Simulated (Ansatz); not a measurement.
Here is the system:

HfSi:
```cif
data_HfSi
_chemical_formula_sum 'Hf1 Si1'
_space_group_name_H-M_alt 'Pm-3m'
_space_group_IT_number 221
_space_group_name_Hall '-P 4 2 3'
_cell_length_a 3.29001
_cell_length_b 3.29001
_cell_length_c 3.29001
_cell_angle_alpha 90.000
_cell_angle_beta 90.000
_cell_angle_gamma 90.000
loop_
_atom_site_label
_atom_site_type_symbol
_atom_site_symmetry_multiplicity
_atom_site_Wyckoff_symbol
_atom_site_fract_x
_atom_site_fract_y
_atom_site_fract_z
_atom_site_occupancy
Hf1 Hf 1 a 0.00000 0.00000 0.00000 1
Si1 Si 1 b 0.50000 0.50000 0.50000 1
```

This is the PBE-relaxed structure.

**Question.** All from DFT-PBE in the program Ansatz with PAW potentials, unless another level is named. Give the electronic character.

**Answer.** metallic (no gap).

**Question.** Give the formation energy from the elements (no fitted shifts).

**Answer.** -0.24 eV/atom.

**Question.** And the gap with spin–orbit coupling?

**Answer.** none (metallic).

The cell is a constructed one: a structure type filled with these elements; neither database checked (COD, Materials Project) lists it. COD files the formula under space group No. 62. Its standing as an ambient phase is unchecked. The PBE relaxation kept the symmetry of its start; its stability against distortions is not shown here. The run is not spin-polarised. The references are the lowest solids computed at this level, not always the standard phases. Spin–orbit coupling is left out wherever it is not named.

Potentials: the earlier of the program's two PAW sets.
